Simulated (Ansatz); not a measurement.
Re in space group P-6m2 (No. 187; Re on 2g, Re on 2h, Re on 1a, Re on 1f) under volume change, the program Ansatz at the r²SCAN level (PAW), shape and atoms relaxed at each volume.

| V (Å³/atom) | E − E(relaxed) (meV/atom) | P (GPa) |
|---|---|---|
| 13.370 | 170.2 | 44.85 |
| 13.811 | 71.4 | 27.44 |
| 14.251 | 16.9 | 12.62 |
| 14.692 | 0.0 | -0.01 |
| 15.133 | 15.2 | -10.76 |
| 15.574 | 57.7 | -19.89 |
| 16.014 | 123.4 | -27.64 |

Task: What does a third-order Birch–Murnaghan fit give for V₀, B₀ and B′?

Result: V₀ = 14.69 Å³/atom, B₀ = 387 GPa, B′ = 4.4.

The start of the workflow was typed in or built on a structure type; neither database checked (COD, Materials Project) lists it. It is not the phase usual at ambient conditions (space group No. 194). Symmetry was held in the r²SCAN relaxation; whether a distortion lowers the energy is not shown. No spin polarisation was allowed. Spin–orbit coupling is left out wherever it is not named.

Potentials: the earlier of the program's two PAW sets.
